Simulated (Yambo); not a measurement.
**Excitons in KF**

```
KF
1.0
    0.00000     2.65092     2.65092
    2.65092     0.00000     2.65092
    2.65092     2.65092     0.00000
F K
1 1
Cartesian
  2.65092   2.65092   2.65092
  0.00000   0.00000   0.00000
```

Cell and atoms were relaxed with PBEsol from Materials Project entry mp-463, within its symmetry.

BSE in Yambo on norm-conserving PBEsol (Quantum ESPRESSO, 84 Ry, no spin-orbit coupling) bands: 10×10×10 mesh, 3 valence and 4 conduction bands, static screening with 21 bands and a 4 Ry block, scissor 3.84 eV, Tamm-Dancoff; field along x.

| state | energy (eV) | states within 2 meV | relative strength | class | main transitions |
|---|---|---|---|---|---|
| 1 | 8.41 | 3 | 1.00 | strong | several band pairs |
| 2 | 9.48 | 3 | < 0.01 | dark | several band pairs |
| 3 | 9.50 | 3 | 0.09 | strong | several band pairs |
| 4 | 9.53 | 3 | < 0.01 | dark | several band pairs |
| 5 | 9.57 | 2 | < 0.01 | dark | several band pairs |
| 6 | 9.70 | 1 | < 0.01 | dark | VB−2 → CB (99 %) |
| 7 | 9.82 | 3 | 0.16 | strong | several band pairs |
| 8 | 9.82 | 2 | < 0.01 | dark | several band pairs |

These are vertical excitations (zero momentum). The direct quasiparticle gap on this mesh is 10.02 eV; counted from there, state 1 is bound by 1.62 eV. On a 4×4×4 mesh the same difference is 1.75 eV.

Spin singlets only. Strengths are relative to the strongest of the lowest states of this run; strong means a line over 3 % of the spectrum's maximum, dark under 0.03 %. Absolute energies carry the error of the G0W0 scissor, whose convergence isn't established.
